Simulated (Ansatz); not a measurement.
## Surface calculation: wurtzite GaN (10-10), 4 layers

The slab is cut from the wurtzite crystal, which needn't be the stable phase, as relaxed on PAW files (11.05 Å³/atom), with 16 Å of vacuum and a dipole correction:

```xyz
8
Lattice="3.1517 0.0000 0.0000 0.0000 5.1380 0.0000 0.0000 0.0000 19.6392" Properties=species:S:1:pos:R:3 pbc="T T T"
Ga    0.0000    0.3175    8.0000
N     0.0000    2.2515    8.0000
Ga    1.5758    2.8865    8.9098
N     1.5758    4.8205    8.9098
Ga    1.5758    0.3175   10.7294
N     1.5758    2.2515   10.7294
Ga    0.0000    2.8865   11.6392
N     0.0000    4.8205   11.6392
```

Computed with Ansatz 0.2.0; functional LDA, scalar-relativistic. Settings: a Γ-centred 8×5×1 k mesh, Fermi–Dirac smearing of 0.02 eV, no spin polarisation. Methods: LAPW: all electrons, basis error target 1 meV/atom; PAW: frozen-core files, cutoff 420 eV.

The bulk energy comes from a cell in the slab's orientation on a 8×5×5 mesh. The surface energy is (E(slab) − N·E(bulk))/2A at zero smearing, the mean of both faces; thin slabs carry quantum-size effects.

The PAW files were made under PBE.

Question: As cut, the LAPW slab lies 4.843 eV above 8 atoms of bulk. What surface energy is that?

Answer: Over two faces of 16.19 Å² it is 149.5 meV/Å², and times 16.02 J/m² per eV/Å² that gives γ = 2.396 J/m².

Question: What do relaxation and the other method give?

Answer: 

```json
{"method": "LAPW", "γ as cut (J/m²)": "2.396", "γ relaxed (J/m²)": "1.813"}
{"method": "PAW", "γ as cut (J/m²)": "2.401", "γ relaxed (J/m²)": "1.812"}
```

Question: How do the spacings between the planes relax (positions relaxed on PAW files)?

Answer: From the bottom face up: d12 -31.4 % of 0.910 Å, d23 +11.8 % of 1.820 Å, d34 -31.4 % of 0.910 Å. The outer plane rumples by 0.288 Å.

Question: Where do the band edges lie?

Answer: On the k mesh: gap 2.01 eV, valence top 6.00 eV below the vacuum level.

Question: A core hole in the 2p shell of Ga is made on one Ga atom of each kind in every 1×1 cell (PAW hole dataset, neutral cell, valence without spin). What does it cost by layer?

Answer: layer 1 1121.83 eV, layer 2 1122.07 eV. Shifts between layers mean more than the absolute values, and a whole layer of holes screens otherwise than one hole.
